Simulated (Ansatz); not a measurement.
How long does this Ansatz run take?

```yaml
crystal:
  lattice:
    - [0.0, 3.2235, 3.2235]
    - [3.2235, 0.0, 3.2235]
    - [3.2235, 3.2235, 0.0]
  atoms:
    - { symbol: Hg, position: [0.0, 0.0, 0.0] }
    - { symbol: Te, position: [0.25, 0.25, 0.25] }
kpoints:
  mp_grid: { grid: [13, 13, 13] }
scf:
  occupations: { method: fermi_dirac, width: 0.05 }
hamiltonian:
  xc: r2scan
  pseudopotentials: { kind: paw }
output:
  forces: true
  stress: true
  populations: true
  efg: { quadrupole_moments_barn: { Hg: 0.387 }, contact_densities: true }
  write_density: true
  write_potential: true
  elf: true
  volumetric_format: npy
```

```sh
ansatz run input.yaml --threads 1 --pin off --max-ram 3072MiB --backend cpu --events-out ev --progress --plain --runs-dir out
```

It runs on 1 thread of AMD EPYC 9R14 (Zen 4) (x86_64; 16 cores open to the job, memory cap 3.0 GiB, no GPU), a shared host with a load of 0.3 a core.

Problem. How much time and memory should be set aside?

Solution. About 17 s of wall time (16 s of CPU time) and 0.7 GiB. The run holds 36 valence electrons in 22 bands, about 1687 plane waves a k-point and 84 irreducible k-points, and took 6 SCF iterations. Times on a shared host vary by tens of per cent.
